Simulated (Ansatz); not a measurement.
Slab of fcc Al (100), 5 layers

The slab is cut from the fcc crystal, the stable phase, as relaxed on PAW files (16.19 Å³/atom), with 16 Å of vacuum and a dipole correction:

```xyz
5
Lattice="2.8394 0.0000 0.0000 0.0000 2.8394 0.0000 0.0000 0.0000 24.0312" Properties=species:S:1:pos:R:3 pbc="T T T"
Al    0.0000    0.0000    8.0000
Al    1.4197    1.4197   10.0078
Al    0.0000    0.0000   12.0156
Al    1.4197    1.4197   14.0234
Al    0.0000    0.0000   16.0312
```

All numbers are PBEsol results (scalar-relativistic) from Ansatz 0.2.0, with a Γ-centred 14×14×1 k mesh, Fermi–Dirac smearing of 0.08 eV, no spin polarisation. Methods: LAPW: all electrons, basis error target 1 meV/atom; PAW: frozen-core files, cutoff 420 eV.

The bulk energy comes from a cell in the slab's orientation on a 14×14×10 mesh. The surface energy is (E(slab) − N·E(bulk))/2A at zero smearing, the mean of both faces; thin slabs carry quantum-size effects.

The PAW files were made under PBE.

As cut, the LAPW slab lies 1.084 eV above 5 atoms of bulk. What surface energy is that?

Over two faces of 8.06 Å² it is 67.2 meV/Å², and times 16.02 J/m² per eV/Å² that gives γ = 1.077 J/m².

What do relaxation and the other method give, and what work function comes out?



```
method  γ as cut (J/m²)  γ relaxed (J/m²)  Φ as cut (eV)  Φ relaxed (eV)
  LAPW            1.077             1.073           4.35            4.34
   PAW            1.078             1.074           4.35            4.34
```

How do the spacings between the planes relax?

From the bottom face up: d12 +1.4 % of 2.008 Å, d23 +1.8 % of 2.008 Å, d34 +1.8 % of 2.008 Å, d45 +1.4 % of 2.008 Å.

A field of 0.3 V/Å is applied along the normal, atoms held. What follows?

LAPW finds an induced dipole of 0.1533 e·Å a cell (PAW 0.1533), that is 11.47 Å for 4πα over the area, against 8.16 Å between the outer atoms.

What changes if the images along the normal are cut off in place of the dipole correction?

LAPW then gives: no gap, work function 4.34 eV; PAW: no gap, work function 4.34 eV.

A 2p core hole is made on one atom of each kind in every 1×1 cell (PAW hole dataset, neutral cell, valence without spin). What does it cost by layer?

layer 1 72.74 eV, layer 2 72.75 eV, layer 3 72.75 eV. Shifts between layers mean more than the absolute values, and a whole layer of holes screens otherwise than one hole.

In the relaxed 1×1 cell, replace the outer, then the middle Al by Si, which changes a whole layer. What shift does this Z+1 picture give?

E(outer) − E(middle) = -0.05 eV by LAPW and -0.05 eV by PAW; a positive value puts the surface line at higher binding energy.
